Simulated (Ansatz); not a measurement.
The calculation used DFT PBE, scalar-relativistic, plane waves, PAW (Ansatz 0.2.0). Settings: cutoff 420 eV, Γ-centred meshes spaced at most about 0.3 Å⁻¹, and about 0.25 Å⁻¹ or finer for metals (2π included), Gaussian smearing. No spin polarisation in the final relaxations.

All energies are static (0 K, no zero-point motion).

Two relaxed structures of MgSn2N2:

A.

```xyz
5
Lattice="2.0903 1.2069 5.9874 -2.0903 1.2069 5.9874 0.0000 -2.4137 5.9874" Properties=species:S:1:pos:R:3 pbc="T T T"
Mg    0.0000    0.0000    0.0000
Sn    0.0000    0.0000    4.1821
Sn    0.0000    0.0000   13.7800
N     0.0000    0.0000    2.0386
N     0.0000    0.0000   15.9235
```

B.

```xyz
5
Lattice="5.6948 0.0000 0.0000 -2.8474 4.9318 0.0000 0.0000 0.0000 5.7132" Properties=species:S:1:pos:R:3 pbc="T T T"
Mg    0.0000    0.0000    0.0000
Sn    0.0000    3.2879    0.0000
Sn    0.0000    3.2879    2.8566
N     2.8474    1.6439    5.1581
N     2.8474    1.6439    0.5552
```

Question: Which is lower in energy, and by how much?

Answer: A is lower, by 0.30 eV/atom. A has space group R-3m (No. 166), 18.1 Å³/atom and a gap of 0.74 eV on its mesh; B has space group P-6m2 (No. 187), 32.1 Å³/atom and no gap. Counting N atoms around Mg and Sn (those within 1.25 times the shortest such distance or 1.15 times the sum of covalent radii; a plus sign parts nearer from farther groups; the shortest distance is added where it is long for a bond; a slash parts the counts of unlike sites), A has Mg 2, Sn 1+3 and B has Mg 6 from 3.3 Å, Sn 6 from 3.3 Å/6+6 from 4.0 Å. B holds N–N pairs as short as in free N₂ molecules (shortest 1.11 Å); in A the shortest N–N distance is 3.08 Å. The denser one is the lower, and pressure would at first widen the difference. Even the lower one lies +0.26 eV/atom against the reference forms of the elements (uncorrected), so neither is stable at this level. Both come from invented guesses. A third cell relaxed alike, in P3m1, lies 13 meV/atom below the lower of the two.

Kohn–Sham gaps at this level usually fall short of measured ones. Cells relaxed within their symmetry can be saddle points.
